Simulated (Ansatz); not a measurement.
# Equation of state of Zr3Ag

```yaml
crystal:
  lattice:
    - [4.56600, 0.00000, 0.00000]
    - [0.00000, 4.56600, 0.00000]
    - [0.00000, 0.00000, 3.98600]
  atoms:
    - { symbol: Zr, position: [0.50000, 0.50000, 0.00000] }
    - { symbol: Zr, position: [0.00000, 0.50000, 0.50000] }
    - { symbol: Zr, position: [0.50000, 0.00000, 0.50000] }
    - { symbol: Ag, position: [0.00000, 0.00000, 0.00000] }
```

The geometry is COD entry 1509571, unchecked; take it as a test cell.

Spin polarisation is left out, and whether a magnetic state lies lower isn't shown here.

Methods: DFT, LDA, all-electron LAPW, scalar-relativistic (Ansatz 0.2.0); DFT, LDA, PAW with Ansatz's default frozen-core files, scalar-relativistic (Ansatz 0.2.0).

For LAPW: a Γ-centred 7×7×8 k mesh, Fermi–Dirac smearing of 0.05 eV, basis error target 1 meV/atom, no spin polarisation. PAW takes a cutoff of 420 eV at this cell (files made with PBE, cores remade for this functional). The Ansatz runs share mesh, smearing and spin set-up. Plane-wave (PAW) pressures include the program's estimate of the Pulay term.

The cell above is scaled evenly, with fractional coordinates and shape held.

```json
{"V/V(cell)": "0.9400", "V (Å³/atom)": "19.529", "P, LAPW (GPa)": "1.69", "P, PAW (GPa)": "1.68"}
{"V/V(cell)": "0.9600", "V (Å³/atom)": "19.944", "P, LAPW (GPa)": "-0.76", "P, PAW (GPa)": "-0.78"}
{"V/V(cell)": "0.9800", "V (Å³/atom)": "20.360", "P, LAPW (GPa)": "-2.97", "P, PAW (GPa)": "-2.98"}
{"V/V(cell)": "0.9900", "V (Å³/atom)": "20.568", "P, LAPW (GPa)": "-3.99", "P, PAW (GPa)": "-4.00"}
{"V/V(cell)": "1.0000", "V (Å³/atom)": "20.775", "P, LAPW (GPa)": "-4.96", "P, PAW (GPa)": "-4.97"}
{"V/V(cell)": "1.0100", "V (Å³/atom)": "20.983", "P, LAPW (GPa)": "-5.88", "P, PAW (GPa)": "-5.89"}
{"V/V(cell)": "1.0200", "V (Å³/atom)": "21.191", "P, LAPW (GPa)": "-6.75", "P, PAW (GPa)": "-6.76"}
{"V/V(cell)": "1.0400", "V (Å³/atom)": "21.606", "P, LAPW (GPa)": "-8.36", "P, PAW (GPa)": "-8.37"}
{"V/V(cell)": "1.0600", "V (Å³/atom)": "22.022", "P, LAPW (GPa)": "-9.81", "P, PAW (GPa)": "-9.82"}
```

What do Birch–Murnaghan fits to the pressures give?

LAPW: V0 = 19.81 Å³/atom, B0 = 115 GPa, B0′ = 4.0; PAW: V0 = 19.81 Å³/atom, B0 = 115 GPa, B0′ = 4.0.

PAW's V0 lies -0.01 % from the all-electron value and its B0 0.0 %. With shape and internal coordinates held, B0 is an upper bound to the relaxed modulus.
